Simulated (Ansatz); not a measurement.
**Ti: clamped-ion strain scan**

Theory: Ansatz 0.2.0, DFT PBEsol, scalar-relativistic, plane waves, PAW. Cutoff 420 eV, Γ-centred 18×18×10 k-points, Gaussian smearing of 0.15 eV. No spin polarisation. Energies are free energies at this smearing, counted from the undisturbed cell; pressure is positive in compression.

The undisturbed cell (as given, not relaxed at this level; it stands at -5.9 GPa):

```yaml
crystal:
  lattice:
    - [2.95000, 0.00000, 0.00000]
    - [-1.47500, 2.55477, 0.00000]
    - [0.00000, 0.00000, 4.68600]
  atoms:
    - { symbol: Ti, position: [0.33333, 0.66667, 0.25000] }
    - { symbol: Ti, position: [0.66667, 0.33333, 0.75000] }
```

The cell is strained by ε times the Voigt pattern (0, 0, 0, 0, 0, 1) (xx, yy, zz, yz, xz, xy; engineering shear) with fractional coordinates fixed. The cell is metallic on the mesh throughout.

```csv
ε,ΔE (meV/atom),"stress summed along the pattern (GPa, tension positive)",pressure (GPa)
-0.0600,11.3,-3.53,-5.7
-0.0300,2.9,-1.82,-5.8
0.0000,0.0,0.00,-5.9
0.0075,?,0.46,?
0.0150,0.7,0.91,-5.9
0.0225,1.6,1.37,-5.8
0.0375,4.5,2.26,-5.8
0.0450,6.4,2.69,-5.8
0.0525,?,?,-5.7
```

By symmetry 0.0600 repeats -0.0600, -0.0450 repeats 0.0450, 0.0300 repeats -0.0300, -0.0150 repeats 0.0150 in energy, with the opposite slope along the path.

(1) Give the withheld values.

Results:

(1) ΔE (meV/atom) at ε = 0.0075: 0.2; pressure (GPa) at ε = 0.0075: -5.9; ΔE (meV/atom) at ε = 0.0525: 8.7; stress summed along the pattern (GPa, tension positive) at ε = 0.0525: 3.11.